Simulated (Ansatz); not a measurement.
Values for one crystal, relaxed and computed with the program Ansatz at the PBEsol level (PAW); other levels are named.

- Volume per atom: 12.29 Å³
- Electronic character: metallic (no gap)
- Highest zone-centre frequency: 26.2 meV
- Pressure derivative B′: 5.0
- Mechanical stability: stable (all eigenvalues of C positive)
- Formation energy from the elements (no fitted shifts): -0.10 eV/atom
- Zone-centre stability: no imaginary mode at Γ

Task: Pick the material that matches.
A. ZnCu, CsCl type
B. TiAl, CsCl type
C. IrW, CsCl type
D. AlOs, CsCl type

Result: A, ZnCu, CsCl type

Space group Pm-3m (CsCl type). The PBEsol relaxation kept the symmetry of its start. The run is not spin-polarised. The references are the lowest solids computed at this level, not always the standard phases.

Potentials: the earlier of the program's two PAW sets. The files were generated under PBE; for other functionals the program regenerates the frozen cores, and for LDA and PBEsol the local potential too.
